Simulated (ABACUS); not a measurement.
Consider a self-consistent single point of TaAs (I4_1md, 4 atoms in the cell; from Materials Project mp-1936, changed as shown).

```xyz
4
Lattice="-1.7275 1.7275 5.8874 1.7275 -1.7275 5.8874 1.7275 1.7275 -5.8874" Properties=species:S:1:pos:R:3 pbc="T T T"
Ta     1.7275     0.0000     5.8871
Ta     0.0000     0.0000     8.8308
As     1.7275     0.0000     0.9730
As     0.0000     0.0000     3.9167
```

Computed with PBE, PseudoDojo 0.5 standard norm-conserving PBE (tails mended) pseudopotentials (plane waves; ABACUS).

ABACUS settings:

| key | value |
|---|---|
| KPT | Gamma 6 6 6 0 0 0 |
| basis_type | pw |
| ecutwfc | 84 Ry |
| smearing_method | fd |
| smearing_sigma | 0.00734986 Ry |
| potentials | PseudoDojo 0.5 standard norm-conserving PBE (tails mended) |
| symmetry | 1 |
| ks_solver | dav |
| scf_nmax | 100 |
| scf_thr | 1.0e-09 Ry |
| mixing_type | broyden |
| mixing_beta | 0.7 |

Results:

```
Property                                                 Result
------------------------------------------------  -------------
Number of valence electrons                                  56
Number of bands                                              38
Number of k-points after the program's reduction             30
Number of plane waves (most at a k-point)                  6244
Number of SCF iterations                                      8
FFT grid                                           72 × 72 × 72
Free energy E − TS                                -9317.7283 eV
Pressure                                               0.66 GPa
Largest force (vector length)                        0.020 eV/Å
```

Forces (eV/Å):
```csv
atom,Fx,Fy,Fz
Ta1,0.000,0.000,0.020
Ta2,0.000,0.000,0.020
As3,0.000,0.000,-0.020
As4,0.000,0.000,-0.020
```

Stress (GPa, positive for compression):
```
0.83  0.00  0.00
0.00  0.83  0.00
0.00  0.00  0.33
```

For comparison: a first run was changed to give this one (volume scaled by 1.01), and from it to this one the free energy drops by 1.7 meV/atom, the pressure goes from 2.49 to 0.66 GPa and the largest force goes from 0.024 to 0.020 eV/Å.

Spin-orbit coupling is left out, which matters for bands and gaps with elements this heavy. The structure comes from a collection of computed structures, made at another level of theory; the collection holds predicted forms beside known ones. No clean gap shows at this smearing width and mesh (spacing up to 0.43 Å⁻¹); the mesh is coarse for partly filled bands, so the values carry mesh errors.

Cost on one core: roughly 4 core-minutes.

“Tails mended”: in these copies of the files the far tail of each local potential was reset to the Coulomb form.
